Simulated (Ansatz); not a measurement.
All numbers below come from DFT PBE, scalar-relativistic, plane waves, PAW in Ansatz 0.2.0. All cells share a 420 eV cutoff and Γ-centred k meshes spaced at most about 0.3 Å⁻¹ (about 0.25 or finer for metals, 2π included). No spin polarisation in the final relaxations.

These are static total energies at zero pressure. All come from trial cells, and lower structures may exist.

Question: Which of these relaxed structures of Zn₂Si₃N is the lowest in energy?
A.

Space group R-3m:H (No. 166). a = 5.616 Å, b = 5.616 Å, c = 9.190 Å, α = 90.00°, β = 90.00°, γ = 120.00°
```json
{"atom": "Zn", "site": "6c", "symmetry": "3m", "x": "0.3333", "y": "0.6667", "z": "0.2935"}
{"atom": "Si", "site": "9d", "symmetry": ".2/m", "x": "0.8333", "y": "0.1667", "z": "0.1667"}
{"atom": "N", "site": "3a", "symmetry": "-3m", "x": "0.0000", "y": "0.0000", "z": "0.0000"}
```

B.

Space group P-3m1 (No. 164). a = 2.793 Å, b = 2.793 Å, c = 11.713 Å, α = 90.00°, β = 90.00°, γ = 120.00°
```tsv
atom	site	symmetry	x	y	z
Zn	2d	3m.	0.3333	0.6667	0.6949
Si	2d	3m.	0.3333	0.6667	0.1133
Si	1b	-3m.	0.0000	0.0000	0.5000
N	1a	-3m.	0.0000	0.0000	0.0000
```

C.

Space group P4/mmm (No. 123). a = 5.065 Å, b = 5.065 Å, c = 4.204 Å, α = 90.00°, β = 90.00°, γ = 90.00°
```json
{"atom": "Zn", "site": "2f", "symmetry": "mmm.", "x": "0.5000", "y": "0.0000", "z": "0.0000"}
{"atom": "Si", "site": "1d", "symmetry": "4/mmm", "x": "0.5000", "y": "0.5000", "z": "0.5000"}
{"atom": "Si", "site": "1c", "symmetry": "4/mmm", "x": "0.5000", "y": "0.5000", "z": "0.0000"}
{"atom": "Si", "site": "1a", "symmetry": "4/mmm", "x": "0.0000", "y": "0.0000", "z": "0.0000"}
{"atom": "N", "site": "1b", "symmetry": "4/mmm", "x": "0.0000", "y": "0.0000", "z": "0.5000"}
```

Answer: B. It has space group P-3m1 (No. 164); the next, A, with space group R-3m (No. 166), lies 245 meV/atom higher. Counting Si or Zn atoms around N (for each partner element, those within 1.25 times its shortest distance or 1.15 times the sum of covalent radii, where it is the nearest in units of that sum or under 1.3; the shortest distance is added where it is long for a bond), the lowest has N 6 and the next has N 6 from 2.2 Å. Even the lowest lies +0.37 eV/atom against the elements.

Cells relaxed within their symmetry can be saddle points. Some types were kept out of the candidates beforehand, so the set may lack a known form.
